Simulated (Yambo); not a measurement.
Yambo run on KNH₂ (space group P2_1/m, No. 11). The wavefunctions are PBEsol (Quantum ESPRESSO, PseudoDojo norm-conserving, 84 Ry, no spin-orbit coupling) ones on a 4×4×2 mesh (16 occupied bands); a = 4.5476 Å, b = 3.7393 Å, c = 6.1855 Å, α = 90.00°, β = 95.31°, γ = 90.00°.

Yambo input:

```
rim_cut
gw0
dyson
el_el_corr
HF_and_locXC
ppa
em1d
RandQpts= 1000000
RandGvec= 1 Ry
EXXRLvcs= 84 Ry
VXCRLvcs= 336 Ry
Chimod= "HARTREE"
% BndsRnXp
 1 | 68 |
%
NGsBlkXp= 7 Ry
% LongDrXp
 1.0 | 1.0 | 1.0 |
%
PPAPntXp= 27.2114 eV
% GbndRnge
 1 | 148 |
%
GTermKind= "BG"
DysSolver= "n"
ExtendOut
% QPkrange
 1 | 1 | 16 | 17 |
%
```

k points by index: 1 = Γ.

The o-*.qp file then holds:

```
#    K-point    Band    Eo [eV]    E [eV]    E-Eo [eV]    Vxc [eV]    Vnlxc [eV]    Sc|Eo [eV]    Sc|E [eV]    dSc/dw|Eo [eV]    Re(Z)    Im(Z)
#
    1    16    0.000000    -1.164201    -1.164201    -15.44070    -19.73849    2.838256    3.133590    -6.901984    0.797672    -0.001671
    1    17    2.082473    3.082648    1.000175    -8.795326    -4.724844    -2.906357    -3.070308    -4.460105    0.859175    -0.001016
```
(The two width columns are left out.) Convergence of these settings isn't established.

Geometry of the Materials Project entry, not relaxed at this level.
